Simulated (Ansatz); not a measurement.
Re:
```
Re
1.0
    2.77532     0.00000     0.00000
   -1.38766     2.40350     0.00000
    0.00000     0.00000     4.48289
Re
2
Cartesian
  0.00000   1.60233   3.36217
  1.38766   0.80117   1.12072
```

Relaxed with PBE. Special points in fractions of this cell's reciprocal vectors: Γ (0.000, 0.000, 0.000); M (0.500, 0.000, 0.000); K (0.333, 0.333, 0.000); A (0.000, 0.000, 0.500); L (0.500, 0.000, 0.500); H (0.333, 0.333, 0.500).

### Question
List the band energies nearest the Fermi level at these points for plane-wave PAW PBE (Ansatz code).

### Answer
In eV from the Fermi level; about four levels below and three above (degenerate sets whole), none deeper than 8.9 eV; … stands for higher levels left out; points with the same levels are listed once.

| k | below | above |
|---|---|---|
| Γ | -1.53 -1.53 -1.53 -0.71 -0.71 | 0.20 0.20 0.58 |
| M | -1.87 -1.72 -1.34 -0.57 | 3.91 4.31 4.43 |
| K | -3.29 -2.07 -2.07 -0.02 | 2.99 2.99 3.45 |
| A | -1.65 -1.65 -1.65 -1.65 | … |
| L | -6.16 -6.16 -3.99 -3.99 | 0.40 0.40 0.89 0.89 |
| H | -3.64 -3.64 -2.11 -2.11 | 0.08 0.08 3.30 3.30 |

Space group P6_3/mmc (hcp (Mg type)). Symmetry was held in the PBE relaxation. No spin polarisation was allowed. Scalar-relativistic: spin–orbit coupling is off unless named, which matters more the heavier the elements.

Potentials: the later of the program's two PAW sets.
